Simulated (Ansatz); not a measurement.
ScPt (CsCl type, Pm-3m) at seven volumes, r²SCAN in the plane-wave PAW code Ansatz, scaled uniformly. One row is withheld.

```tsv
V (Å³/atom)	P (GPa)
16.138	?
16.670	10.65
17.202	4.90
17.734	0.00
18.266	-4.16
18.798	-7.69
19.330	-10.67
```

### Question
Fit the shown pressures and predict the withheld one.

### Answer
P = (3/2)B₀(x^(7/2) − x^(5/2))[1 + (3/4)(B′ − 4)(x − 1)] with x = (V₀/V)^(2/3). Least squares on the six rows gives V₀ = 17.734 Å³/atom, B₀ = 150 GPa, B′ = 4.46. At V = 16.138, x = 1.0649 and P = 17.47 GPa. The run itself gave 17.40 GPa.

The workflow started from an entry of the Crystallography Open Database (COD). Whether it is the stable phase at ambient conditions was not checked. The cell was relaxed with r²SCAN under the symmetry of its start; its stability against distortions is not shown here. The run is not spin-polarised. Scalar-relativistic: spin–orbit coupling is off unless named, which matters more the heavier the elements.

Potentials: the later of the program's two PAW sets.
